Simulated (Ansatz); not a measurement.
## Structures of Pt2C: which is lowest?

Plane-wave DFT in Ansatz with scalar-relativistic PAW potentials, cutoff 420 eV, Γ-centred meshes chosen by cell and gap, Gaussian smearing with energies taken to zero width. Every cell was relaxed (cell and atoms) in a run of its own, within the symmetry of its start. Functional: PBE.

Relaxed structures (starts from databases or built by putting these elements on another compound's sites):
A. I4/mmm, 3 atoms in the computed cell, a = 2.764 Å, c = 9.908 Å; sites (symmetry × multiplicity) Pt 4mm × 4, C 4/mmm × 2; start: built
B. Fm-3m, 3 atoms in the computed cell, a = 5.433 Å; sites (symmetry × multiplicity) Pt -43m × 8, C m-3m × 4; start: built

**Question.** Rank them by energy. Could pressure change the order?

**Answer.**
| structure | group | E − E(lowest) (meV/atom) | V (Å³/atom) | gap on mesh (eV) |
| --- | --- | --- | --- | --- |
| B | Fm-3m | 0.0 | 13.36 | 0.00 |
| A | I4/mmm | 162 | 12.61 | 0.00 |

B is lowest, 162 meV/atom under A. A is denser by 0.75 Å³/atom, so pressure favours it: ΔE/ΔV, with ΔE in eV and 1 eV/Å³ = 160.2 GPa, gives about 35 GPa for equal enthalpy if both cells were rigid; at such pressures compression changes ΔV much, so this is a scale only. Other structures may lie lower than all of these, and vibrations aren't counted.

Spin-orbit coupling is left out, which matters for the bands of heavy elements.